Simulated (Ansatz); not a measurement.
CaFe2P2:
```xyz
5
Lattice="-1.8981 1.8981 4.9829 1.8981 -1.8981 4.9829 1.8981 1.8981 -4.9829" Properties=species:S:1:pos:R:3 pbc="T T T"
Ca     0.0000     0.0000     0.0000
Fe     1.8981     0.0000     2.4915
Fe     0.0000     1.8981     2.4915
P      0.0000     0.0000     6.4102
P      0.0000     0.0000     3.5556
```

Relaxed with r²SCAN. Special points in fractions of this cell's reciprocal vectors: Γ (0.000, 0.000, 0.000); X (0.000, 0.000, 0.500); P (0.250, 0.250, 0.250); N (0.000, 0.500, 0.000); M (0.500, 0.500, -0.500); S (0.286, 0.714, -0.286); S0 (-0.286, 0.286, 0.286); R (-0.073, 0.073, 0.500); G (0.500, 0.500, -0.073).

Problem. List the band energies nearest the Fermi level at these points for DFT-r²SCAN in the program Ansatz with PAW potentials.

Solution. In eV from the Fermi level; about four levels below and three above (degenerate sets whole), none deeper than 8.9 eV; points with the same levels are listed once.

```
k                          below                above
-  -----------------------------  -------------------
Γ        -0.67 -0.60 -0.22 -0.22  0.76 1.04 2.58 2.58
X        -1.13 -0.95 -0.68 -0.67       0.34 0.96 1.07
P        -1.04 -1.04 -0.67 -0.67       0.33 1.02 1.02
N  -1.70 -1.69 -1.67 -0.95 -0.63       1.11 1.73 1.86
M        -1.58 -0.57 -0.04 -0.04       0.39 0.76 1.75
S        -1.82 -1.48 -1.38 -1.28       0.20 0.81 1.11
R        -1.13 -0.97 -0.69 -0.35       0.40 0.97 1.19
```

Space group I4/mmm. The first step of the workflow began from a Materials Project structure, measured or hypothetical; the Crystallography Open Database files this formula in space group No. 139, but the cells were not matched. Its standing as an ambient phase is unchecked. The cell was relaxed with r²SCAN under the symmetry of its start; its stability against distortions is not shown here. The run is not spin-polarised.

Potentials: the later of the program's two PAW sets.
